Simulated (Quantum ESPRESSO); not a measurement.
Band energies of RbLuO2 at +1 % isotropic strain

```
RbLuO2
1.0
    1.70789     0.98605     6.48961
   -1.70789     0.98605     6.48961
    0.00000    -1.97210     6.48961
O Rb Lu
2 1 1
Direct
  0.77579   0.77579   0.77579
  0.22421   0.22421   0.22421
  0.00000   0.00000   0.00000
  0.50000   0.50000   0.50000
```

PBEsol (pw.x of Quantum ESPRESSO, ONCV potentials, scalar-relativistic); path ΓLB1,BZΓX,QFP1Z,LP; energies in eV from the valence-band maximum.

| k (1/Å) | point | band 19 | band 20 | band 21 | band 22 | band 23 | band 24 | band 25 | band 26 |
|---|---|---|---|---|---|---|---|---|---|
| 0.00 | Γ | -1.84 | -1.69 | -0.09 | 0.00 | 0.00 | 3.26 | 4.95 | 6.21 |
| 0.21 |  | -1.83 | -1.66 | -0.36 | -0.12 | -0.10 | 3.71 | 5.24 | 6.05 |
| 0.54 |  | -1.70 | -1.55 | -1.14 | -0.43 | -0.23 | 4.86 | 5.06 | 6.41 |
| 0.75 |  | -1.69 | -1.56 | -1.21 | -0.57 | -0.42 | 4.53 | 4.97 | 6.73 |
| 1.07 | L | -1.77 | -1.64 | -1.28 | -0.70 | -0.60 | 4.27 | 4.76 | 7.00 |
| 1.41 |  | -1.75 | -1.40 | -1.22 | -1.06 | -0.58 | 5.22 | 5.26 | 6.59 |
| 1.63 |  | -1.71 | -1.54 | -1.22 | -1.10 | -0.67 | 5.21 | 6.42 | 6.65 |
| 1.74 | B1 | -1.74 | -1.57 | -1.13 | -1.11 | -0.76 | 5.03 | 6.41 | 6.90 |
| 1.74 | B | -1.74 | -1.57 | -1.13 | -1.11 | -0.76 | 5.03 | 6.41 | 6.90 |
| 1.85 |  | -1.73 | -1.50 | -1.14 | -1.10 | -0.77 | 4.86 | 6.18 | 7.16 |
| 2.17 |  | -1.74 | -1.38 | -1.17 | -0.95 | -0.35 | 4.70 | 5.49 | 6.65 |
| 2.38 |  | -1.73 | -1.51 | -0.89 | -0.61 | -0.17 | 4.98 | 5.07 | 6.01 |
| 2.70 |  | -1.82 | -1.66 | -0.49 | -0.27 | -0.14 | 4.30 | 5.27 | 6.03 |
| 2.91 | Z | -1.85 | -1.69 | -0.66 | -0.06 | -0.06 | 4.07 | 5.14 | 6.42 |
| 3.03 |  | -1.85 | -1.69 | -0.58 | -0.05 | -0.05 | 3.96 | 5.07 | 6.38 |
| 3.28 |  | -1.84 | -1.69 | -0.18 | -0.01 | -0.01 | 3.38 | 4.95 | 6.23 |
| 3.40 | Γ | -1.84 | -1.69 | -0.09 | 0.00 | 0.00 | 3.26 | 4.95 | 6.21 |
| 3.61 |  | -1.83 | -1.66 | -0.34 | -0.12 | -0.10 | 3.70 | 5.26 | 6.03 |
| 3.82 |  | -1.77 | -1.59 | -0.90 | -0.40 | -0.19 | 4.64 | 5.78 | 5.92 |
| 4.13 |  | -1.71 | -1.46 | -1.09 | -0.99 | -0.33 | 5.52 | 5.64 | 6.01 |
| 4.44 |  | -1.67 | -1.48 | -1.33 | -1.04 | -0.54 | 5.32 | 6.07 | 6.35 |
| 4.65 | X | -1.73 | -1.58 | -1.14 | -1.11 | -0.74 | 5.07 | 6.52 | 6.65 |
| 4.65 | Q | -1.73 | -1.58 | -1.14 | -1.11 | -0.74 | 5.07 | 6.52 | 6.65 |
| 4.89 |  | -1.76 | -1.53 | -1.12 | -1.07 | -0.61 | 4.25 | 6.29 | 7.14 |
| 5.24 | F | -1.78 | -1.77 | -1.36 | -0.49 | -0.32 | 3.25 | 5.99 | 6.61 |
| 5.24 | P1 | -1.76 | -1.67 | -1.42 | -0.51 | -0.38 | 3.38 | 5.86 | 6.67 |
| 5.33 |  | -1.70 | -1.56 | -1.53 | -0.50 | -0.33 | 3.41 | 5.89 | 6.69 |
| 5.61 |  | -1.68 | -1.56 | -1.17 | -0.46 | -0.20 | 3.89 | 5.87 | 6.35 |
| 5.88 |  | -1.77 | -1.60 | -0.62 | -0.27 | -0.27 | 4.50 | 5.33 | 5.99 |
| 6.07 |  | -1.83 | -1.66 | -0.52 | -0.22 | -0.12 | 4.24 | 5.24 | 6.09 |
| 6.25 | Z | -1.85 | -1.69 | -0.66 | -0.06 | -0.06 | 4.07 | 5.14 | 6.42 |
| 6.25 | L | -1.77 | -1.64 | -1.28 | -0.70 | -0.60 | 4.27 | 4.76 | 7.00 |
| 6.58 | P | -1.76 | -1.67 | -1.42 | -0.51 | -0.38 | 3.38 | 5.86 | 6.67 |

The PBEsol gap is 3.25 eV and nearly direct: the edges lie at Γ and F, the smallest direct gap within 0.02 eV of it. Another conduction extremum on the path lies within 0.02 eV, too close to call.

The 4f states are in the valence at their DFT position.

Geometry strained from the cell relaxed with PBEsol, atoms relaxed again.
